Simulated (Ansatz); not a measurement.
TaSi$_{2}$ (fluorite, space group No. 225) at seven volumes, PBE in the plane-wave PAW code Ansatz, scaled uniformly. One row is withheld.

| V (Å³/atom) | P (GPa) |
|---|---|
| 16.876 | 12.65 |
| 17.432 | 7.98 |
| 17.988 | ? |
| 18.545 | 0.00 |
| 19.101 | -3.24 |
| 19.657 | -6.00 |
| 20.214 | -8.29 |

**Question.** Fit the shown pressures and predict the withheld one.

**Answer.** P = (3/2)B₀(x^(7/2) − x^(5/2))[1 + (3/4)(B′ − 4)(x − 1)] with x = (V₀/V)^(2/3). Least squares on the six rows gives V₀ = 18.545 Å³/atom, B₀ = 114 GPa, B′ = 3.64. At V = 17.988, x = 1.0205 and P = 3.67 GPa. The run itself gave 3.73 GPa.

Space group Fm-3m (fluorite). The cell is a constructed one: a structure type filled with these elements; neither database checked (COD, Materials Project) lists it. COD files the formula under space group No. 180, 181, so this cell is another polymorph or a model. Its standing as an ambient phase is unchecked. The PBE relaxation kept the symmetry of its start; whether a distortion lowers the energy is not shown. No spin polarisation was allowed. Spin–orbit coupling is left out wherever it is not named.

Potentials: the later of the program's two PAW sets.
